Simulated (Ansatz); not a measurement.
# Structure relaxation, BeNi

The start is a generated cell, BeNi placed in the AFLOW prototype AB_cI16_199_a_a (B_a). The cell and all atomic positions are relaxed at zero pressure with PBE (plane waves to 420 eV, PAW, scalar-relativistic; Ansatz, a program for electronic structure). The first steps use a coarse 9×9×9 k-mesh.

The start:
```
CELL_PARAMETERS angstrom
     -2.58700     2.58700     2.58700
      2.58700    -2.58700     2.58700
      2.58700     2.58700    -2.58700
ATOMIC_POSITIONS crystal
  Ni 0.91200 0.91200 0.91200
  Ni 0.50000 0.00000 0.58800
  Ni 0.00000 0.58800 0.50000
  Ni 0.58800 0.50000 0.00000
  Be 0.43060 0.43060 0.43060
  Be 0.50000 0.00000 0.06940
  Be 0.00000 0.06940 0.50000
  Be 0.06940 0.50000 0.00000
```
Spin-polarised start, with parallel moments on Ni.

Question: Which atoms feel the largest initial force, and how large is it?

Answer: 4.09 eV/Å, on Ni1, Ni2, Ni3, Ni4 (atoms numbered as listed).

Question: Does the structure survive the relaxation? Give the final space group.

Answer: The space group goes from I2₁3 (No. 199) to Pm-3m (No. 221); the end is CsCl type, with 2 atoms in the primitive cell.

Question: By how much does the energy per atom fall from start to end?

Answer: 0.36 eV/atom.

Question: How does the volume change?

Answer: +2.8 %, from 8.66 to 8.90 Å³/atom.

Question: How do the shortest distances between atoms change?

Answer: The closest pairs of elements (up to four, under 3.6 Å), start → end: Be–Ni 2.16 → 2.26 Å; Ni–Ni 2.18 → 2.61 Å; Be–Be 2.26 → 2.61 Å.

Final values are on a 18×18×18 k-mesh of the relaxed cell. No spin polarisation in the result: the starting moments vanished. A magnetic state may lie lower.

The run could not lose the symmetry of its start.

The first start was generated by placing the elements on the sites of a structure type. Materials Project lists a structure of BeNi in the same space group, Pm-3m (No. 221); the sites were not compared with it, nor with measured phases.
